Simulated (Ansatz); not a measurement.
With r²SCAN (plane waves, PAW; program Ansatz), Ti3Al in the hexagonal phase (P6_3/mmc; Ti on 6h, Al on 2c) relaxes to a = 5.747 Å, c = 4.630 Å. Ti has 12 nearest neighbours from 2.81 Å (anticuboctahedral); Al has 12 nearest neighbours from 2.83 Å (anticuboctahedral). Its formation energy from the elements is -29 kJ/mol-atom, with no fitted shifts.

Electronic character: metallic (no gap).

An equation-of-state fit gives a bulk modulus of 121 GPa. Bader charges are Ti +0.45, Al -1.36 e.

The r²SCAN relaxation kept the symmetry of its start. No spin polarisation was allowed. Axis ratios of metals converge slowly with the k-mesh, so a and c are less sure than the volume. The references are the lowest solids computed at this level, not always the standard phases.

Potentials: the later of the program's two PAW sets.
